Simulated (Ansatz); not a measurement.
In r²SCAN in the plane-wave PAW code Ansatz, CuLi₄Nb₆O₁₈ in the trigonal phase (P3; Pearson symbol hP29) relaxes to a = 5.151 Å, c = 13.921 Å. Against the elements it lies at -2.62 eV/atom, with no fitted shifts.

Electronic character: metallic (no gap). The magnetic state found is ferromagnetic. The net moment is 0.03 μB per atom.

Bader charges are Cu +1.23, Li +0.90 to +0.91, Nb +2.83 to +2.90, O -1.27 to -1.14 e.

The start of the workflow was typed in or built on a structure type; neither database checked (COD, Materials Project) lists it. Whether it is the stable phase at ambient conditions was not checked. The r²SCAN relaxation kept the symmetry of its start; whether a distortion lowers the energy is not shown. Spin order of the final state: ferromagnetic, the only order run, not a proven ground state. Other orbital occupations within this spin state were not tried. No Hubbard U is applied. The compound may be a true metal, but semilocal functionals without U, or a wrong spin order, can also close a gap. The references are the lowest solids computed at this level, not always the standard phases (solids in place of the gases). Scalar-relativistic: spin–orbit coupling is off unless named, which matters more the heavier the elements.

Potentials: the later of the program's two PAW sets.
